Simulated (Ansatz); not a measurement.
Polymorphs of SnC, each relaxed with the program Ansatz at the PBEsol level (PAW):

A: CsCl type (Pm-3m)
a = b = c = 3.057 Å, α = β = γ = 90.00°

| atom | site | symmetry | x | y | z |
|---|---|---|---|---|---|
| Sn | 1a | m-3m | 0.0000 | 0.0000 | 0.0000 |
| C | 1b | m-3m | 0.5000 | 0.5000 | 0.5000 |

B: wurtzite (P6_3mc)
a = 3.553 Å, b = 3.553 Å, c = 5.818 Å, α = 90.00°, β = 90.00°, γ = 120.00°

```csv
atom,site,symmetry,x,y,z
Sn,2b,3m.,0.3333,0.6667,0.0002
C,2b,3m.,0.6667,0.3333,0.1248
```

Task: Rank these by energy per atom at 0 K (lowest first), as PBEsol gives it.

Result: B (+0 meV/atom), A (+1258 meV/atom)

Task: Give each one's gap.

Result: A no gap; B 0.97 eV.

Constructed cells (a structure type filled with these elements, in neither database checked): A. Typed or built starts, not in the databases checked: B. Unstable at this level: A. All cells were relaxed under the symmetry of their starts (and spin orders); stability against distortions was not tested throughout. Spin–orbit coupling is left out wherever it is not named.

Energies hold the estimated change up to a 700 eV cutoff; steps of a few meV lie near the error of the meshes.

Potentials: the later of the program's two PAW sets.
